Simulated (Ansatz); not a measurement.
CoGe:
Space group Fm-3m (No. 225); a = b = c = 4.7438 Å, α = β = γ = 90.00°

```json
[
 {"atom": "Ge", "site": "4a", "symmetry": "m-3m", "x": "0.0000", "y": "0.0000", "z": "0.0000"},
 {"atom": "Co", "site": "4b", "symmetry": "m-3m", "x": "0.5000", "y": "0.5000", "z": "0.5000"}
]
```
(The calculation used a cell of 2 atoms; values per cell refer to that cell.)

Relaxed with PBEsol.

Problem. Decompose the optical modes at the zone centre into irreducible representations, and say which are infrared and Raman allowed.

Solution. Point group m-3m: Γ_opt = T1u. Infrared: T1u. Raman: none.

Problem. Assign frequencies (DFPT, the program Ansatz at the PBEsol level (PAW)).

Solution. T1u 205 cm⁻¹.

The cell is a constructed one: a structure type filled with these elements; neither database checked (COD, Materials Project) lists it. Its standing as an ambient phase is unchecked. The cell was relaxed with PBEsol under the symmetry of its start. At this level the phase is mechanically unstable. The workflow began spin-polarised and lost its moments. As this level gives no gap, phonon frequencies hold no LO–TO term and depend on the k-mesh and smearing (Fermi–Dirac, 0.1 eV here).

Potentials: the later of the program's two PAW sets.
